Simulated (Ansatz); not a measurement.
**From the elastic tensor of MgCd2O3 to moduli and sound speeds**

Level of theory: DFT PBE, scalar-relativistic, plane waves, PAW (Ansatz 0.2.0). Settings: 420 eV plane-wave cutoff, Γ-centred 12×12×4 mesh, fixed occupations. No spin polarisation.

Space group P-3m1 (No. 164), trigonal, a = 3.238 Å, c = 8.090 Å. Mg is surrounded by 6 O at 2.19 Å; Cd has 6 O at 2.35–2.38 Å; around O on a site of symmetry 3m lie 3 Mg at 2.19 Å and 3 Cd at 2.38 Å; O on a site of symmetry -3m has 6 Cd at 2.35 Å.

The cell was found from a structure generator's guess, not taken from experiment.

Relaxed-ion constants (GPa, on the Cartesian axes of the calculation):
C11 = 205.2, C12 = 91.2, C13 = 89.4, C14 = 6.3, C22 = 205.2, C23 = 89.4, C24 = -6.3, C33 = 233.8, C44 = 49.6, C55 = 49.6, C56 = 6.2, C66 = 57.0 GPa; the others vanish.

Density 6.716 g/cm³; 6 atoms in 73.47 Å³.

With S = C⁻¹: B_V = (C11+C22+C33+2(C12+C13+C23))/9, G_V = (C11+C22+C33−C12−C13−C23+3(C44+C55+C66))/15, 1/B_R = S11+S22+S33+2(S12+S13+S23), 15/G_R = 4(S11+S22+S33−S12−S13−S23)+3(S44+S55+S66); Hill is their mean. Then v_l = √((B+4G/3)/ρ), v_t = √(G/ρ), v_m = [(2/v_t³+1/v_l³)/3]^(−1/3) and Θ = (ħ/k_B)·v_m·(6π²n/V)^(1/3) for n atoms in the volume V; E = 9BG/(3B+G), ν = (3B−2G)/(2(3B+G)) and A^U = 5G_V/G_R + B_V/B_R − 6.

* Bulk modulus, Voigt / Reuss / Hill: 131.6 / 131.2 / 131.4 GPa
* Shear modulus, Voigt / Reuss / Hill: 56.2 / 54.8 / 55.5 GPa
* Young's modulus: 146 GPa
* Poisson ratio: 0.315
* Pugh ratio B/G: 2.37 (over 1.75, the rule of thumb for ductile)
* Universal anisotropy index: 0.13
* Longitudinal and transverse sound speeds: 5530 and 2874 m/s
* Debye temperature from the mean sound speed: 415 K
